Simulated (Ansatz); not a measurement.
The cell below belongs to a search over invented structures; it isn't taken from experiment.

Input and command of a plane-wave DFT calculation in Ansatz:

```yaml
crystal:
  lattice:
    - [4.8737955623, 0.0, 0.0]
    - [-2.4368977811, 4.2208307698, 0.0]
    - [0.0, 0.0, 10.6365361798]
  atoms:
    - { symbol: Na, position: [0.3333333333, 0.6666666667, 0.8892103055] }
    - { symbol: Na, position: [0.6666666667, 0.3333333333, 0.1107896945] }
    - { symbol: V, position: [0.3333333333, 0.6666666667, 0.4382601987], spin: 2.0 }
    - { symbol: V, position: [0.6666666667, 0.3333333333, 0.5617398013], spin: -2.0 }
    - { symbol: Te, position: [0.0, 0.0, 0.5] }
    - { symbol: Te, position: [0.3333333333, 0.6666666667, 0.1955027322] }
    - { symbol: Te, position: [0.6666666667, 0.3333333333, 0.8044972678] }
basis:
  ecutwfc: 420
kpoints:
  mp_grid: { grid: [6, 6, 4] }
hamiltonian:
  xc: pbe
scf:
  occupations: { method: gaussian, width: 0.1 }
output:
  forces: true
  stress: true
  eigenvalues: true
  populations: true
magnetization:
  spin_polarized: true
relax:
  adjacent_minimum: "off"
  f_tol: 0.01
  max_steps: 40
  cell: { stress_tol: 0.05 }
```

```bash
ansatz run input.yaml --threads 1 --pin off --max-ram 2560MiB --backend cpu --events-out ev --progress --plain --runs-dir out
```

Processor: Arm Neoverse V1, 1 thread, on a host shared with other jobs.

How long does it run, and how much memory does it take?

About 8.7 min, peak memory 0.88 GiB. It solves 58 bands at 24 k points (after reduction by symmetry) with about 3977 plane waves (on the last cell), in 71 SCF iterations over 6 ionic steps.
